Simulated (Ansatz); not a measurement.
Given:

TaRe3 in space group I4/mmm (No. 139; Re on 2b, Re on 4d, Ta on 2a), a = b = 3.978 Å, c = 7.987 Å, α = β = γ = 90.00°; the cell used has 4 atoms.

This is the PBE-relaxed structure.

Task: All from PBE in the plane-wave PAW code Ansatz, unless another level is named. Give the density of states at the Fermi level.

Result: 0.99 states/eV per atom (mean over ±0.08 eV).

Task: Predict the formation energy from the elements (no fitted shifts).

Result: 0.092 eV/atom.

A made-up cell: these elements were put on the sites of a structure type; neither database checked (COD, Materials Project) lists it. Its standing as an ambient phase is unchecked. The PBE relaxation kept the symmetry of its start; whether a distortion lowers the energy is not shown. The run is not spin-polarised. Axis ratios of metals converge slowly with the k-mesh, so a and c are less sure than the volume. The references are the lowest solids computed at this level, not always the standard phases. Scalar-relativistic: spin–orbit coupling is off unless named, which matters more the heavier the elements.

Potentials: the earlier of the program's two PAW sets.
